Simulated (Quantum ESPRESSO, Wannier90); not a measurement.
**Tight-binding from DFT: GaAs (zinc blende)**

```
begin unit_cell_cart
ang
    0.0000000000    2.8750900000    2.8750900000
    2.8750900000    0.0000000000    2.8750900000
    2.8750900000    2.8750900000    0.0000000000
end unit_cell_cart
begin atoms_frac
Ga   0.0000000000  0.0000000000  0.0000000000
As  -0.2500000000 -0.2500000000 -0.2500000000
end atoms_frac
```

Structure: Materials Project mp-2534, symmetrised, not relaxed again. COD (Crystallography Open Database) has an entry of this formula and space group (matched by these alone). Computed values, not measurements, from PBEsol: Quantum ESPRESSO (norm-conserving PseudoDojo potentials, cutoff 68 Ry, spinors with spin-orbit coupling) on a Γ-centred 8×8×8 mesh, then Wannier90. Density: 10×10×10 mesh, cold smearing 0.01 Ry.

A tight-binding model is made by disentanglement and projection with no localisation steps (num_iter = 0), so the 16 orbitals stay atom-like: hydrogen-like Ga: s;p; As: s;p, axes along x, y, z; frozen window up to 3.00 eV relative to the Fermi level. It follows pw.x to 3.7 meV rms for states up to 1.0 eV relative to the Fermi level. Matrix elements depend on this choice of orbitals and windows.

What are the on-site energies relative to the Fermi level, and how fast do the hoppings decay?


```tsv
atom	orbitals	energy (eV)
Ga1	s↑ s↓	-2.91
Ga1	pz↑ pz↓ px↑ px↓ py↑ py↓	3.04
As2	s↑ s↓	-8.26
As2	pz↑ pz↓ px↑ px↓ py↑ py↓	0.53
```

```
distance of the centres (Å)  largest modulus (eV)
---------------------------  --------------------
2–3                                           1.4
4–5                                          0.47
5–6                                         0.035
6–7                                          0.11
7–8                                         0.035
8–9                                         0.030
9–10                                        0.016
10–11                                      0.0068
11–12                                      0.0043
12–13                                      0.0065
```
